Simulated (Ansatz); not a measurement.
5 guesses for PCS4 and where they end

Computed with DFT PBE+D3(BJ), scalar-relativistic, plane waves, PAW in Ansatz 0.2.0. Settings: cutoff 420 eV, Γ-centred meshes spaced at most about 0.3 Å⁻¹, and about 0.25 Å⁻¹ or finer for metals (2π included), Gaussian smearing. No spin polarisation in the final relaxations.

Each guess was relaxed in cell and atoms at zero pressure, within the symmetry of its start. All energies are static (0 K, no zero-point motion). Coordination counts all near atoms (for each partner element, those within 1.25 times its shortest distance or 1.15 times the sum of covalent radii, where it is the nearest in units of that sum or under 1.3; a plus sign parts groups by distance over the sum of covalent radii; the shortest distance is added where it exceeds 1.18 times the sum of covalent radii; a slash parts the counts of unlike sites).

```
guess     made from  start group  V start (Å³/atom)  end group  V end (Å³/atom)                           coordination at the end  gap on mesh (eV)  E over the lowest end (meV/atom)
    1   NaClO4 type        I-42m               19.0      I-42m             15.9                        P 8 from 2.5 Å, C 4, S 1+2                 0                                 0
    2   random cell       I4/mmm               22.6     I4/mmm             15.4                        P 8, C 8 from 2.5 Å, S 6+2                 0                               772
    3  Ti4CuAg type       P4/mmm               22.8     P4/mmm             15.5  P 8 from 2.6 Å, C 8 from 2.4 Å, S 1/4 from 2.6 Å                 0                               762
    4   random cell       P6/mmm               23.0          ?                ?                                                 ?                 ?                                 ?
    5   random cell        F-43m               26.1      F-43m             22.1                         P 12 from 3.4 Å, C 4, S 1                 0                               711
```

Guess 4 as it starts:

```cif
data_structure
_symmetry_space_group_name_H-M 'P6/mmm'
_symmetry_Int_Tables_number 191
_cell_length_a 4.7688
_cell_length_b 4.7688
_cell_length_c 7.0151
_cell_angle_alpha 90.000
_cell_angle_beta 90.000
_cell_angle_gamma 120.000
_cell_volume 138.16
loop_
_atom_site_label
_atom_site_type_symbol
_atom_site_symmetry_multiplicity
_atom_site_Wyckoff_symbol
_atom_site_fract_x
_atom_site_fract_y
_atom_site_fract_z
_atom_site_occupancy
P1 P 1 b 0.00000 0.00000 0.50000 1
C1 C 1 a 0.00000 0.00000 0.00000 1
S1 S 2 e 0.00000 0.00000 0.19838 1
S2 S 2 c 0.33333 0.66667 0.00000 1
```

Question: Fill in the missing row: what does this guess relax into, and where does it rank?

Answer: It ends in space group P6/mmm (No. 191), with a = 4.150 Å, c = 8.301 Å, 20.6 Å³/atom and no gap. It lies 0.77 eV/atom over the lowest end, within the noise of guess 3 and within the noise of guess 2. Counting all near atoms, this end has P 2, C 8 from 2.2 Å, S 1+1/3 and the lowest (guess 1) has P 8 from 2.5 Å, C 4, S 1+2. This end holds S–S nets (shortest 2.40 Å); in the lowest (guess 1) the shortest S–S distance is 2.92 Å.

```
P C S
1.0
     4.15021    0.00000    0.00000
    -2.07510    3.59419    0.00000
     0.00000    0.00000    8.30088
P C S
1 1 4
Direct
  0.00000 0.00000 0.50000
  0.00000 0.00000 0.00000
  0.00000 0.00000 0.26142
  0.00000 0.00000 0.73858
  0.33333 0.66667 0.00000
  0.66667 0.33333 0.00000
```

The zero of energy is the elements' standard structures at the same level; no fitted shifts are applied. The references include black phosphorus.

Question: Is the lowest end bound against the elements?

Answer: No: its formation energy is +0.54 eV/atom. It can't be a ground state, since the elements alone are lower.

For metals, differences of a few meV/atom aren't resolved. In I-42m, F-43m, P4/mmm, P6/mmm, I4/mmm an odd number of electrons in the primitive cell allows no gap without spin; a larger cell or a magnetic state could open one. A magnetic state wasn't ruled out in cells without spin, among them F-43m. Cells relaxed within their symmetry can be saddle points. A lower structure may well exist outside this small set. Some candidate types were left out of the draw beforehand, so a known form may be missing.
